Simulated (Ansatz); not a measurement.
## Sensitivity of the gradients in Y2NiB10 to the input

This input was run with Ansatz:

```yaml
crystal:
  lattice:
    - [5.53691593, 0.0, 0.0]
    - [0.0, 11.05920209, 0.0]
    - [0.0, 0.0, 4.14146734]
  atoms:
    - { symbol: "Y", position: [0.18516661, 0.36264668, 0.5] }
    - { symbol: "Y", position: [0.81483339, 0.63735332, 0.5] }
    - { symbol: "Y", position: [0.31483339, 0.86264668, 0.5] }
    - { symbol: "Y", position: [0.68516661, 0.13735332, 0.5] }
    - { symbol: Ni, position: [0.0, 0.0, 0.0] }
    - { symbol: Ni, position: [0.5, 0.5, 0.0] }
    - { symbol: B, position: [0.37338406, 0.04088809, 0.0] }
    - { symbol: B, position: [0.62661594, 0.95911191, 0.0] }
    - { symbol: B, position: [0.12661594, 0.54088809, 0.0] }
    - { symbol: B, position: [0.87338406, 0.45911191, 0.0] }
    - { symbol: B, position: [0.33907467, 0.19860725, 0.0] }
    - { symbol: B, position: [0.66092533, 0.80139275, 0.0] }
    - { symbol: B, position: [0.16092533, 0.69860725, 0.0] }
    - { symbol: B, position: [0.83907467, 0.30139275, 0.0] }
    - { symbol: B, position: [0.02738167, 0.18585844, 0.0] }
    - { symbol: B, position: [0.97261833, 0.81414156, 0.0] }
    - { symbol: B, position: [0.47261833, 0.68585844, 0.0] }
    - { symbol: B, position: [0.52738167, 0.31414156, 0.0] }
    - { symbol: B, position: [0.19966223, 0.11433098, 0.30131291] }
    - { symbol: B, position: [0.80033777, 0.88566902, 0.69868709] }
    - { symbol: B, position: [0.80033777, 0.88566902, 0.30131291] }
    - { symbol: B, position: [0.30033777, 0.61433098, 0.69868709] }
    - { symbol: B, position: [0.19966223, 0.11433098, 0.69868709] }
    - { symbol: B, position: [0.69966223, 0.38566902, 0.30131291] }
    - { symbol: B, position: [0.69966223, 0.38566902, 0.69868709] }
    - { symbol: B, position: [0.30033777, 0.61433098, 0.30131291] }
kpoints:
  mp_grid: { grid: [6, 3, 8], shift: [0.5, 0.5, 0.5] }
scf:
  occupations: { method: fermi_dirac, width: 0.05 }
hamiltonian:
  xc: pbe
  pseudopotentials: { kind: paw }
output:
  forces: true
  stress: true
  populations: true
  efg:
    quadrupole_moments_barn: { Ni: 0.162, B: 0.04059 }
    contact_densities: true
```

It converged. Of its output the block on the nuclei alone is shown, without the SCF iterations, energies, forces and stress (one atom of each set):

```
--- PAW observables at the nuclei: V_zz in 10²¹ V/m², potentials from the cell's mean, atoms counted from 1 ---
  atom   1  Y  V_zz =    +0.826993   η = 0.9548   by run symmetry: allowed
            electrostatic potential = -5716.325098 V   contact ρ = 443882.271448 e/Å³
  atom   5  Ni V_zz =    -4.489818   η = 0.9187   by run symmetry: allowed   C_q = -17.5873 MHz
            electrostatic potential = -3570.237765 V   contact ρ = 130410.988223 e/Å³
  atom   7  B  V_zz =    -1.027936   η = 0.4945   by run symmetry: allowed   C_q = -1.0089 MHz
            electrostatic potential = -329.370975 V   contact ρ = 486.279750 e/Å³
  atom  11  B  V_zz =    -1.081058   η = 0.0667   by run symmetry: allowed   C_q = -1.0610 MHz
            electrostatic potential = -329.590273 V   contact ρ = 486.357010 e/Å³
  atom  15  B  V_zz =    -1.063813   η = 0.2759   by run symmetry: allowed   C_q = -1.0441 MHz
            electrostatic potential = -329.561783 V   contact ρ = 486.325655 e/Å³
  atom  19  B  V_zz =    -1.182274   η = 0.2054   by run symmetry: allowed   C_q = -1.1604 MHz
            electrostatic potential = -329.499827 V   contact ρ = 486.365439 e/Å³
```

Task: Can these gradients be trusted, and how do they compare with a run on standard settings?

Result: As results of these settings, within the limits told below. Against the standard input the change is `kpoints.mp_grid.shift`: not typed → [0.5, 0.5, 0.5]; `magnetization`: {spin_polarized: true} → not typed. A site carries the number of its first atom; V_zz in 10²¹ V/m².

```tsv
site	atom	V_zz standard	η standard	V_zz here	η here
Y	1	0.84	0.96	0.83	0.95
Ni	5	-4.74	0.82	-4.49	0.92
B7	7	-1.03	0.50	-1.03	0.49
B11	11	-1.08	0.08	-1.08	0.07
B15	15	-1.06	0.28	-1.06	0.28
B19	19	-1.18	0.20	-1.18	0.21
```

The largest change of V_zz is on Ni, from -4.74 to -4.49. In per cent, |V_zz| changes by -5 on Ni (all sites that start above 2). SCF iterations: 13 and 7.

On the reference run: With no gap above 0.1 eV, as in a metal, the gradients converge slowly in k; expect changes of a tenth or more on a denser mesh. Without spin–orbit coupling (the program notes it for Y) the gradients can shift somewhat, as the gap is small. With these PAW files V_zz is typically within 2 to 3 % of all-electron values, but misses above 10 % occur on Ni. The start moments die out, and the run ends without spin.
